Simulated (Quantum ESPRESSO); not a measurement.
**Band energies of SiSe2**

```
CELL_PARAMETERS angstrom
     -2.94520     4.70839     2.92223
      2.94520    -4.70839     2.92223
      2.94520     4.70839    -2.92223
ATOMIC_POSITIONS crystal
  Si 0.75000 0.75000 0.00000
  Si 0.25000 0.25000 0.00000
  Se 0.12682 0.22226 0.34908
  Se 0.87318 0.77774 0.65092
  Se 0.37318 0.72226 0.09544
  Se 0.62682 0.27774 0.90456
```

norm-conserving PBEsol (Quantum ESPRESSO, 86 Ry, without SOC); path ΓXLTWRX1ZΓYSW,L1Y,Y1Z; energies in eV from the valence-band maximum.

```
k (1/Å)  point  band 32  band 33  band 34  band 35  band 36  band 37  band 38  band 39
-------  -----  -------  -------  -------  -------  -------  -------  -------  -------
0.00         Γ    -1.96    -1.35    -0.90    -0.54    -0.35     2.53     2.72     2.75
0.19              -2.01    -1.79    -1.09    -0.57    -0.46     2.72     2.82     3.30
0.37              -2.06    -1.59    -1.44    -0.69    -0.53     2.67     3.32     3.51
0.74         X    -2.09    -1.56    -1.00    -0.98    -0.75     1.85     2.49     3.44
0.74         L    -2.25    -1.41    -1.28    -0.79    -0.37     2.26     2.38     3.78
1.04         T    -2.34    -1.00    -1.00    -0.53    -0.53     2.23     2.23     3.71
1.04         W    -2.09    -0.85    -0.85    -0.83    -0.83     2.45     2.45     3.50
1.22              -2.20    -1.08    -1.08    -0.64    -0.64     2.42     2.42     3.69
1.39              -2.34    -1.27    -1.27    -0.61    -0.61     2.44     2.44     4.04
1.57         R    -2.37    -1.36    -1.36    -0.64    -0.64     2.47     2.47     4.19
1.77              -2.23    -1.47    -1.13    -0.74    -0.67     2.17     2.47     3.79
1.96        X1    -2.09    -1.56    -1.00    -0.98    -0.75     1.85     2.49     3.44
1.96         Z    -2.25    -2.09    -1.99    -1.42    -0.26     1.41     2.97     3.30
2.13              -2.20    -1.88    -1.85    -1.32    -0.36     1.65     3.24     3.62
2.30              -2.16    -1.64    -1.28    -1.04    -0.56     2.17     3.39     3.78
2.46              -2.04    -1.43    -0.87    -0.66    -0.62     2.61     2.76     3.10
2.63         Γ    -1.96    -1.35    -0.90    -0.54    -0.35     2.53     2.72     2.75
2.78              -1.82    -1.38    -0.81    -0.81    -0.43     2.67     2.87     2.97
2.93              -1.53    -1.48    -1.31    -0.79    -0.42     3.08     3.09     3.41
3.23              -2.42    -1.76    -1.51    -0.74     0.00     2.57     3.22     4.08
3.37         Y    -2.42    -1.92    -1.88    -0.81    -0.04     2.04     3.02     3.98
3.57              -2.31    -1.85    -1.59    -0.73    -0.05     2.53     3.33     4.06
3.77         S    -2.21    -1.86    -1.21    -0.92    -0.11     2.83     3.95     3.95
3.90              -2.05    -1.94    -1.19    -0.92    -0.16     2.50     3.89     3.91
4.04              -2.15    -1.50    -1.13    -0.91    -0.34     2.15     3.48     3.75
4.30         W    -2.09    -0.85    -0.85    -0.83    -0.83     2.45     2.45     3.50
4.30        L1    -2.25    -1.41    -1.28    -0.79    -0.37     2.26     2.38     3.78
4.42              -2.18    -1.79    -1.65    -0.77    -0.21     2.18     2.95     3.39
4.64         Y    -2.42    -1.92    -1.88    -0.81    -0.04     2.04     3.02     3.98
4.64        Y1    -2.42    -1.92    -1.88    -0.81    -0.04     2.04     3.02     3.98
4.96         Z    -2.25    -2.09    -1.99    -1.42    -0.26     1.41     2.97     3.30
```

The PBEsol gap is indirect, 1.41 eV, from 80 % of the way from Γ to Y to Z; the smallest direct gap is 1.68 eV.

Spin-orbit splittings are left out.

Geometry relaxed with PBE+D3(BJ).

Letters of k points follow the standard setting of the lattice, whose axes may be ordered differently from the printed cell.
